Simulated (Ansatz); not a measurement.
In2Ge2O7 in space group C2/m (No. 12; Pearson symbol mS22), the program Ansatz at the r²SCAN level (PAW). The conduction-band minimum lies at Γ, with 1 equivalent valley. Second derivatives d²E/dk² of the lowest band at one valley (eV·Å²), along Cartesian directions:

```json
[
 {"direction": "[100]", "d²E/dk²": "30.14"},
 {"direction": "[010]", "d²E/dk²": "28.51"},
 {"direction": "[001]", "d²E/dk²": "27.79"},
 {"direction": "[110]", "d²E/dk²": "29.33"},
 {"direction": "[101]", "d²E/dk²": "29.35"},
 {"direction": "[011]", "d²E/dk²": "28.15"}
]
```

Problem. Find the principal effective masses, the density-of-states mass and the conductivity mass.

Solution. Off-diagonal terms follow from H_xy = H[110] − (H_xx + H_yy)/2, and m*/mₑ = 7.620 eV·Å² over each eigenvalue: 0.25, 0.27, 0.27. One valley's DOS mass (m₁m₂m₃)^(1/3) = 0.26, conductivity mass 3/(Σ 1/mᵢ) = 0.26 mₑ.

Problem. What effective density of states Nc follows at 300 K for parabolic valleys?

Solution. Nc = 2.509e19 × 1 × (0.26)^(3/2) ≈ 3.3e18 cm⁻³.

The first step of the workflow began from a Materials Project structure, measured or hypothetical; the Crystallography Open Database files this formula in space group No. 12, but the cells were not matched. Its standing as an ambient phase is unchecked. Symmetry was held in the r²SCAN relaxation; whether a distortion lowers the energy is not shown. Spin–orbit coupling is left out wherever it is not named.

Potentials: the later of the program's two PAW sets.

Edges and masses are those of Kohn–Sham bands, whose gap is no quasiparticle gap.
